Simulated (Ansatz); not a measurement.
The relaxed structure here is a generated cell of W: the first start was made by placing the elements on the sites of a structure type, and the end was not matched to a known phase here, so it may be hypothetical. Known forms of W include space group No. 229.

A relaxed cell of W (Fm-3m (No. 225)), relaxed on a k-mesh at least as fine as the one used below. Computed with PBEsol (plane waves to 420 eV, PAW, scalar-relativistic; Ansatz, an electronic-structure program). Γ-centred k-mesh 7×14×14 on the run's cell (coarser than for final values), Fermi–Dirac smearing 0.05 eV.

```xyz
2
Lattice="0.0000 3.9979 3.9979 1.9989 0.0000 1.9989 1.9989 1.9989 0.0000" Properties=species:S:1:pos:R:3 pbc="T T T"
W      0.0000     0.0000     0.0000
W      0.0000     1.9989     1.9989
```

The atoms are displaced by (Å):

```tsv
atom	ux	uy	uz
W1	-0.007	0.098	0.003
W2	0.012	0.169	0.026
```

**Question.** What forces (eV/Å) and pressure result?

**Answer.** 
```tsv
atom	Fx	Fy	Fz
W1	-0.45	0.45	0.45
W2	0.45	-0.45	-0.45
```

Pressure +0.5 GPa.

The undisplaced cell is probably no minimum: from this displacement the run went on to Im-3m (No. 229), 0.49 eV/atom below it.

No spin polarisation in the result.
